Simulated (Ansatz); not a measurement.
The cell was built from the wurtzite type and relaxed in the same program, and has space group P6_3mc; it needn't be a known or the stable phase.

A run of Ansatz 0.2.0 printed the following.

```
hamiltonian.pseudopotentials.datasets: crystal makes datasets for this crystal and solves the spheres of its atoms anew in each pass: cutoff 260.0 eV, the density's 1040.0 eV; for an error of 0.50 meV an atom under PBE, 2.0 meV for the cell; an energy difference from a run of another recipe may be off by several times the error for the cell, under r2SCAN by more, where some 0.1 meV an atom stays at smaller errors; Nb in spheres of 1.376 Å, 13 of its electrons in bands; Sb in spheres of 1.376 Å, 15 of its electrons in bands
band count auto-derived: 39 (N_el = 56.0; filled up to band 28; 34 by the electrons, moments and atoms)
Nb, Sb: output.efg is read without spin–orbit coupling, which moves field gradients at and beside such atoms by some per cent and up to a factor of two; PAW files take it under magnetization.noncollinear and magnetization.spin_orbit
Engine: ansatz 0.2.0
Pseudopotentials: kind: all_electron
Pseudopotential: Nb, paw, valence charge 13, recommended cutoff 260 eV (normal), Koelling and Harmon's equation, gaussian nucleus
Pseudopotential: Sb, paw, valence charge 15, recommended cutoff 260 eV (normal), Koelling and Harmon's equation, gaussian nucleus
Functional definition: PBE
  parameter kappa = 0.804
  parameter beta = 0.06672455060314922
  exchange = pbe_x(kappa = kappa, mu = beta*pi^2/3)
  correlation = pbe_c(beta = beta)
Crystal: 4 atoms, lattice volume = 88.870 Å³
Basis set: ecut = 260 eV, 849 PW (Γ), exchange–correlation on 36×36×108 points (8 copies of the dense FFT grid, shifted against one another)
Bands: 39, of which v1, the nominal top of the filled ones, is band 28 counted from 1 (27 counted from 0)
Symmetry: 12 space group operations
Space group: P63mc (ITA 186), of the structure as read, at distance tolerance 4.5e-5 Å
k-points: 30 of 320 (time reversal used)
Non-local potential: Nb, projectors of the file, l = 0: 2, l = 1: 2, l = 2: 2
Non-local potential: Sb, projectors of the file, l = 0: 1, l = 1: 1, l = 2: 2
PAW form: soft (Blöchl's): semilocal exchange-correlation on the pseudo side does not see the compensation charge
PAW one-centre angular grid: Nb, 590 points (default); XC on its mesh's 1889 points in the sphere
PAW one-centre angular grid: Sb, 590 points (default); XC on its mesh's 1863 points in the sphere
Initial density: superposition of atomic densities (neutral atoms: chi_scale 0, normalization atom)
Initial wavefunctions: pseudopotential atomic-orbital guess
Functional: x = pbe(κ = 0.804, μ = 0.2195149727645171), c = pbe(β = 0.06672455060314922)
iter 1 solved again at ethr=7.40e-3 eV; its pass at ethr=1.00e-1 eV (dr2=4.14e0 eV) is discarded
SCF iter   1: F=—  HF=-560627.495306 eV  |F-HF|=—  |Δ(HF+E_count)|=         —  Δρ=5.87e-2  dr2=4.23e0  ethr=7.40e-3  ⟨swp⟩=3.0  Hψ=5768  notcnv=0
preconditioner: auto → Kerker (q_TF=auto, 2.526 Å⁻¹)  [metal: Δε(μ)=0.024 eV  Ē_g=7.481 eV  σ=0.050 eV  W_gap=0.12  n_scr=26 (ndim 8)  ℏωp=17.6 eV  f_vac=0.000  D(μ)=5.78/eV (n_scr^D=64)]
SCF iter   2: F=—  HF=-560626.713215 eV  |F-HF|=—  |Δ(HF+E_count)|=   7.82e-1  Δρ=3.31e-2  dr2=1.30e0  ethr=7.40e-3  ⟨swp⟩=2.4  Hψ=2353  notcnv=0  defer=2
SCF iter   3: F=—  HF=-560626.331669 eV  |F-HF|=—  |Δ(HF+E_count)|=   3.82e-1  Δρ=9.00e-3  dr2=1.89e-1  ethr=2.32e-3  ⟨swp⟩=3.7  Hψ=2848  notcnv=0
SCF iter   4: F=—  HF=-560626.339509 eV  |F-HF|=—  |Δ(HF+E_count)|=   7.84e-3  Δρ=3.75e-3  dr2=3.53e-2  ethr=3.38e-4  ⟨swp⟩=3.0  Hψ=2781  notcnv=0  defer=7
SCF iter   5: F=—  HF=-560626.334845 eV  |F-HF|=—  |Δ(HF+E_count)|=   4.66e-3  Δρ=1.92e-3  dr2=5.15e-3  ethr=6.30e-5  ⟨swp⟩=3.4  Hψ=2496  notcnv=0  defer=2
iter 6 solved again at ethr=3.89e-7 eV; its pass at ethr=9.20e-6 eV (dr2=2.18e-4 eV) is discarded
SCF iter   6: F=—  HF=-560626.333220 eV  |F-HF|=—  |Δ(HF+E_count)|=   1.62e-3  Δρ=3.13e-4  dr2=2.19e-4  ethr=3.89e-7  ⟨swp⟩=2.2  Hψ=4672  notcnv=0  defer=1
SCF iter   7: F=—  HF=-560626.333121 eV  |F-HF|=—  |Δ(HF+E_count)|=   9.92e-5  Δρ=1.14e-4  dr2=1.60e-5  ethr=3.89e-7  ⟨swp⟩=3.0  Hψ=2484  notcnv=0  defer=1
SCF iter   8: F=—  HF=-560626.333104 eV  |F-HF|=—  |Δ(HF+E_count)|=   1.76e-5  Δρ=4.35e-5  dr2=2.21e-6  ethr=2.85e-8  ⟨swp⟩=3.0  Hψ=2317  notcnv=0
SCF iter   9: F=—  HF=-560626.333103 eV  |F-HF|=—  |Δ(HF+E_count)|=   6.38e-7  Δρ=8.42e-6  dr2=1.34e-7  ethr=3.95e-9  ⟨swp⟩=3.0  Hψ=2354  notcnv=0
SCF iter  10: F=-560626.333103 eV  HF=-560626.333103 eV  |F-HF|=2.33e-9  |Δ(HF+E_count)|=   1.37e-8  Δρ=2.07e-6  dr2=4.04e-9  ethr=2.39e-10  ⟨swp⟩=3.0  Hψ=2147  notcnv=0
SCF 1 converged in 10 iterations: F = -560626.333104 eV  dr2 = 4.04e-9
  Residual-converged pass: ⟨swp⟩=3.0  Hψ=2334  notcnv=0  max |occ|·‖R‖ = 6.5e-6 eV (tolerance 6.7e-6 eV)  dr2=3.96e-9  dr2_onsite=2.25e-9  max |Δocc| = 2.4e-9
  greatest PAW one-centre occupation: 0.996 electrons in one spin orbital (limit 2), on the Nb atom at site 1 (counted from 0), in its partial waves of l = 0
NSCF: frozen V_eff on 65 k-points
SCF converged after 10 iterations
Free energy (F): -560626.333104 eV
Harris-Foulkes:  -560626.333104 eV  (|F-HF|=2.33e-9)
Internal energy: -560626.282416 eV  (E = F + TS)
E sigma→0 (E₀):  -560626.307760 eV
Entropy (-TS):   -0.050688 eV (-12.672 meV/atom)
Past the cutoff: the bands carry plane waves up to 1.75 times it, of which those up to 1.5 times it add -0.000229 eV an atom, each by itself; the spheres take 0.000297 eV an atom off the energy for waves past 1.75 times it
By the cutoff:   a pressure is off by up to 0.007 GPa (1.2 times the spheres' own share and the shells' term, over an atom's volume, and 0.004 GPa: a bound that held against runs at twice the plane waves)
Past the cutoffs: a stress includes 0.0005 GPa for waves and charges beyond them, in addition to the slope of what the spheres take
In the spheres:  the bands' charges fall short by 2.7e-6 e at most (sound up to 1e-3)
Fermi energy:    17.100610 eV
--- Per-component energies (eV) ---
  The terms above E_closure are by the made datasets' own strengths, without shells solved beside the bands.
--- Forces (eV/Å), atoms counted from 1 ---
  atom   1  Nb    -0.00000000     0.00000000     0.00142960
  atom   2  Nb     0.00000000    -0.00000000     0.00142960
  atom   3  Sb    -0.00000000     0.00000000    -0.00141308
  atom   4  Sb     0.00000000    -0.00000000    -0.00141308
  max |Σ_I F_I| component: 3.30e-5 eV/Å
--- Stress (GPa, compression-positive) ---
       -0.012454      -0.000000       0.000000
       -0.000000      -0.012454       0.000000
       -0.000000       0.000000       0.001641
  P = ⅓ Tr σ = -0.0078 GPa (-0.078 kbar)
--- PAW observables at the nuclei: V_zz in 10²¹ V/m², potentials from the cell's mean, atoms counted from 1 ---
  atom   1  Nb V_zz =    +1.001185   η = 0.0000   by run symmetry: allowed
            electrostatic potential = -6141.268887 V   contact ρ = 540967.127400 e/Å³
  atom   2  Nb V_zz =    +1.001185   η = 0.0000   by run symmetry: allowed
            electrostatic potential = -6141.268887 V   contact ρ = 540967.127400 e/Å³
  atom   3  Sb V_zz =   -33.402758   η = 0.0000   by run symmetry: allowed
            electrostatic potential = -8414.431944 V   contact ρ = 1349977.733832 e/Å³
  atom   4  Sb V_zz =   -33.402758   η = 0.0000   by run symmetry: allowed
            electrostatic potential = -8414.431944 V   contact ρ = 1349977.733832 e/Å³
--- Band table (eV; the first three rows and the last of 30) ---
  k-point 0: bands = ["-37.8639", "-37.8637", "-14.1054", "-14.0808", "-13.6103", "-13.6103", "-13.6067", "-13.6067", "-12.0717", "-12.0717", "-12.0717", "-12.0717", "-11.9649", "-11.9456", "-11.9030", "-11.9030", "-11.8981", "-11.8981", "4.5660", "5.0257", "10.9260", "12.8999", "14.3806", "14.9845", "17.3160", "17.3160", "17.3402", "17.3402", "18.6353", "18.6353", "18.9327", "18.9327", "19.4182", "22.1718", "23.0421"]
  k-point 1: bands = ["-37.8639", "-37.8637", "-14.1030", "-14.0832", "-13.6100", "-13.6100", "-13.6070", "-13.6070", "-12.0717", "-12.0717", "-12.0717", "-12.0717", "-11.9631", "-11.9475", "-11.9026", "-11.9026", "-11.8986", "-11.8986", "4.6050", "4.9759", "11.0758", "12.6241", "14.5157", "14.9590", "17.3184", "17.3184", "17.3379", "17.3379", "18.6609", "18.6609", "18.9011", "18.9011", "19.6474", "21.8355", "23.1175"]
  k-point 2: bands = ["-37.8638", "-37.8638", "-14.0969", "-14.0893", "-13.6091", "-13.6091", "-13.6079", "-13.6079", "-12.0717", "-12.0717", "-12.0717", "-12.0717", "-11.9582", "-11.9522", "-11.9013", "-11.9013", "-11.8998", "-11.8998", "4.7113", "4.8524", "11.4865", "12.0563", "14.7278", "14.8776", "17.3244", "17.3244", "17.3319", "17.3319", "18.7304", "18.7304", "18.8219", "18.8219", "20.2610", "21.0763", "23.3169"]
  k-point 29: bands = ["-37.8003", "-37.8002", "-14.0212", "-14.0208", "-14.0106", "-14.0105", "-13.8820", "-13.8807", "-12.0367", "-12.0359", "-11.9854", "-11.9854", "-11.9407", "-11.9389", "-11.9271", "-11.9256", "-11.8675", "-11.8657", "9.0135", "9.0525", "12.1936", "12.2735", "13.8357", "13.8967", "14.6614", "14.8167", "16.2134", "16.3333", "16.7962", "16.9547", "18.1452", "18.4884", "19.3937", "19.6212", "21.0329"]
```

The cell and starting positions:

```
CELL_PARAMETERS angstrom
3.18207 0.00000 0.00000
-1.59104 2.75575 0.00000
0.00000 0.00000 10.13459
ATOMIC_POSITIONS crystal
Nb 0.33333 0.66667 0.04888
Nb 0.66667 0.33333 0.54888
Sb 0.33333 0.66667 0.32712
Sb 0.66667 0.33333 0.82712
```

Parts of the input that the log doesn't repeat:

```yaml
  band_path:
    path:
      - [0.0, 0.0, 0.0]
      - [0.5, 0.0, 0.0]
      - [0.3333333333, 0.3333333333, 0.0]
      - [0.0, 0.0, 0.0]
      - [0.0, 0.0, 0.5]
      - [0.5, 0.0, 0.5]
      - [0.3333333333, 0.3333333333, 0.5]
      - [0.0, 0.0, 0.5]
      - [0.5, 0.0, 0.5]
    npoints: 8
output:
  forces: true
  stress: true
  eigenvalues: true
  efg: { contact_densities: true }
```

(1) Write the input that produced this log.

Results:

(1) 
```yaml
crystal:
  lattice:
    - [3.1820714773, 0.0, 0.0]
    - [-1.5910357387, 2.755754736, 0.0]
    - [0.0, 0.0, 10.1345947828]
  atoms:
    - { symbol: Nb, position: [0.3333333333, 0.6666666667, 0.0488841903] }
    - { symbol: Nb, position: [0.6666666667, 0.3333333333, 0.5488841903] }
    - { symbol: Sb, position: [0.3333333333, 0.6666666667, 0.3271158097] }
    - { symbol: Sb, position: [0.6666666667, 0.3333333333, 0.8271158097] }
kpoints:
  mp_grid: { grid: [8, 8, 5] }
  band_path:
    path:
      - [0.0, 0.0, 0.0]
      - [0.5, 0.0, 0.0]
      - [0.3333333333, 0.3333333333, 0.0]
      - [0.0, 0.0, 0.0]
      - [0.0, 0.0, 0.5]
      - [0.5, 0.0, 0.5]
      - [0.3333333333, 0.3333333333, 0.5]
      - [0.0, 0.0, 0.5]
      - [0.5, 0.0, 0.5]
    npoints: 8
scf:
  occupations: { method: fermi_dirac, width: 0.05 }
hamiltonian:
  xc: pbe
  pseudopotentials: { kind: all_electron, datasets: crystal }
output:
  forces: true
  stress: true
  eigenvalues: true
  efg: { contact_densities: true }
```
This is the input that was run; digits and keys that the log doesn't show could differ in an equivalent one.
